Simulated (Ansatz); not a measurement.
Ge:
```
Ge
1.0
    0.00000     2.82721     2.82721
    2.82721     0.00000     2.82721
    2.82721     2.82721     0.00000
Ge
2
Direct
  0.75000   0.75000   0.75000
  0.50000   0.50000   0.50000
```

Relaxed with r²SCAN+D4.

Task: Map the electron localisation function on the plane through (0.750, 0.750, 0.750) spanned by u = [1, 0, 0] and v = [-1, 1, 1] in lattice vectors, from r²SCAN+D4 in the plane-wave PAW code Ansatz.

Result: x is the fraction of u, y of v (the angle between them is 90°; rows are the nearest grid lines); atoms in the plane: Ge at (0.00, 0.00), Ge at (0.50, 0.75).
```
y \ x   0.000  0.100  0.200  0.250  0.350  0.450  0.550  0.650  0.750  0.800  0.900   1.00
------  -----  -----  -----  -----  -----  -----  -----  -----  -----  -----  -----  -----
1.00     1.00  0.152  0.439  0.528  0.598  0.432  0.432  0.598  0.529  0.439  0.152   1.00
0.929   0.147  0.255  0.581  0.720  0.710  0.498  0.498  0.709  0.720  0.581  0.255  0.147
0.857   0.420  0.517  0.767  0.790  0.538  0.315  0.314  0.538  0.790  0.767  0.517  0.420
0.786   0.483  0.604  0.710  0.618  0.318  0.156  0.147  0.318  0.618  0.710  0.604  0.483
0.679   0.129  0.233  0.422  0.426  0.378  0.171  0.171  0.378  0.426  0.422  0.233  0.129
0.607   0.031  0.076  0.268  0.364  0.429  0.428  0.428  0.429  0.364  0.268  0.076  0.031
0.536   0.012  0.026  0.110  0.198  0.391  0.475  0.475  0.391  0.198  0.110  0.026  0.012
0.464   0.012  0.015  0.033  0.058  0.148  0.237  0.237  0.148  0.058  0.033  0.015  0.012
0.393   0.031  0.026  0.021  0.023  0.037  0.058  0.058  0.037  0.023  0.021  0.026  0.031
0.321   0.129  0.099  0.049  0.032  0.018  0.017  0.017  0.018  0.032  0.049  0.099  0.129
0.214   0.483  0.448  0.302  0.198  0.053  0.015  0.015  0.053  0.198  0.302  0.448  0.483
0.143   0.420  0.437  0.408  0.364  0.155  0.040  0.040  0.155  0.364  0.408  0.437  0.420
0.0714  0.147  0.261  0.423  0.426  0.344  0.154  0.154  0.344  0.425  0.423  0.261  0.147
0.000    1.00  0.152  0.439  0.528  0.598  0.432  0.432  0.598  0.529  0.439  0.152   1.00
```

The density is the valence pseudo-density with augmentation charge, so density and ELF within about 1 Å of a nucleus are not all-electron values.

Space group Fd-3m (diamond). Symmetry was held in the r²SCAN+D4 relaxation. The volume moved by -24 % from the start of the relaxation.

Potentials: the earlier of the program's two PAW sets.
